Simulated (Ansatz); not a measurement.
# Elastic constants of Ag at 18 GPa (stress–strain coefficients): input and output

Theory: Ansatz, DFT LDA, scalar-relativistic, plane waves, PAW.

Launched with:
```bash
ansatz run input.yaml --threads 1 --pin off --max-ram 3072MiB --backend cpu --events-out ev --progress --plain --runs-dir out
```

Input (bare energies are in eV):
```yaml
crystal:
  lattice:
    - [0.0, 1.9361591877, 1.9361591877]
    - [1.9361591877, 0.0, 1.9361591877]
    - [1.9361591877, 1.9361591877, 0.0]
  atoms:
    - { symbol: Ag, position: [0.0, 0.0, 0.0] }
basis:
  ecutwfc: 420
kpoints:
  mp_grid: { grid: [20, 20, 20] }
hamiltonian:
  xc: lda
scf:
  occupations: { method: fermi_dirac, width: 0.15 }
output:
  forces: true
  stress: true
  eigenvalues: true
elastic:
  mode: relaxed_ion
  amplitude: 0.005
```

From the output:
```
--- Elastic constants: 2 strain directions × 4 members + reference (group order 48) ---
  dense FFT box of the reference and of every strained cell: 20×20×20
  strains applied: 11, 23; error gains: componentwise 1.00 (the most a stress slope's error grows in a printed constant), spectral 1.73 (1 for all six strains in a standard setting)
  C = ∂σ_k/∂η_j (tension-positive GPa; Voigt order 11 22 33 23 13 12):
       274.335    212.590    212.590      0.000      0.000      0.000
       212.590    274.335    212.590     -0.000     -0.000      0.000
       212.590    212.590    274.335      0.000      0.000     -0.000
         0.000     -0.000     -0.000     97.801      0.000     -0.000
        -0.000      0.000      0.000     -0.000     97.801      0.000
        -0.000      0.000     -0.000     -0.000      0.000     97.801
  reference stress σ⁰ (GPa):    -18.007    -18.007    -18.007     -0.000      0.000      0.000
  C* (energy form; C + prestress term) asymmetry max|C*_kj − C*_jk| = 1.705e-13 GPa — a small one proves nothing (zero by symmetry where the batch's group is 432, −43m or m−3m); a large one is finite-difference/SCF noise where every solve ...
  moduli (Voigt/Reuss/Hill, GPa): K = 233.17/233.17/233.17   G = 71.03/52.38/61.70   E = 170.11   ν = 0.378
  mechanically stable: yes (min eigenvalue of sym C = 61.75 GPa)
  strain η (Voigt 11):  stress-route row diagonal C_11 = 274.34 GPa, energy-path curvature d²(F+E_count+ΔE)/dδ²/Ω₀ = 274.32 GPa
    cells at ±δ against ±2δ: C21 212.63 and 212.74 GPa, apart by 0.04 % of the column's largest entry
         δ    σ_11 (GPa) F (eV) n_scf n_hpsi n_pw
    -1.000e-2     -20.8250       -7458.0698320       7  159461    295   relax 0 steps, max|allowed force component| 0.00e0 eV/Å
    -5.000e-3     -19.3976       -7458.0789415       4  136890    296   relax 0 steps, max|allowed force component| 0.00e0 eV/Å
     5.000e-3     -16.6540       -7458.0952627       4  131695    302   relax 0 steps, max|allowed force component| 0.00e0 eV/Å
     1.000e-2     -15.3367       -7458.1025072       5  140337    302   relax 0 steps, max|allowed force component| 0.00e0 eV/Å
  strain η (Voigt 23):  stress-route row diagonal C_44 = 97.80 GPa, energy-path curvature d²(F+E_count+ΔE)/dδ²/Ω₀ = 106.81 GPa
    cells at ±δ against ±2δ: C44 97.80 and 97.78 GPa, apart by 0.02 % of the column's largest entry
         δ    σ_23 (GPa) F (eV) n_scf n_hpsi n_pw
    -1.000e-2      -0.9778       -7458.0869286       7  284454    297   relax 0 steps, max|allowed force component| 0.00e0 eV/Å
    -5.000e-3      -0.4890       -7458.0872919       4  238226    296   relax 0 steps, max|allowed force component| 0.00e0 eV/Å
     5.000e-3       0.4890       -7458.0872919       4  233184    296   relax 0 steps, max|allowed force component| 0.00e0 eV/Å
     1.000e-2       0.9778       -7458.0869286       5  240474    297   relax 0 steps, max|allowed force component| 0.00e0 eV/Å
```

It took 3.6 min on 1 thread of Intel(R) Xeon(R) Processor @ 2.50GHz (Skylake/Cascade Lake) (shared host), peak memory 0.53 GiB.

In a metal, frequencies and elastic constants depend on the k mesh and the smearing, soft modes and shear constants most.